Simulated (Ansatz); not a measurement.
Polymorphs of ZnO, each relaxed with PBE (plane waves, PAW; program Ansatz):

A: wurtzite (P6_3mc)
a = b = 3.2799 Å, c = 5.2943 Å, α = β = 90.00°, γ = 120.00°

```
atom  site  symmetry       x       y       z
----  ----  --------  ------  ------  ------
Zn      2b       3m.  0.3333  0.6667  0.0007
O       2b       3m.  0.3333  0.6667  0.3797
```

B: Pm-3n
a = 5.6574 Å, b = 5.6574 Å, c = 5.6574 Å, α = 90.00°, β = 90.00°, γ = 90.00°

| atom | site | symmetry | x | y | z |
|---|---|---|---|---|---|
| Zn | 6c | -4m.2 | 0.0000 | 0.5000 | 0.2500 |
| O | 6d | -4m.2 | 0.0000 | 0.2500 | 0.5000 |

### Question
Put the candidates in order of energy per atom at 0 K, lowest first, for PBE.

### Answer
A (+0 meV/atom), B (+63 meV/atom)

### Question
Give each one's gap.

### Answer
A 0.74 eV; B 1.05 eV.

Typed or built starts, not in the databases checked: B. Not the usual ambient phase: B. All cells were relaxed under the symmetry of their starts (and spin orders); stability against distortions was not tested throughout.

Energies hold the estimated change up to a 700 eV cutoff; steps of a few meV lie near the error of the meshes.

Potentials: the earlier of the program's two PAW sets.
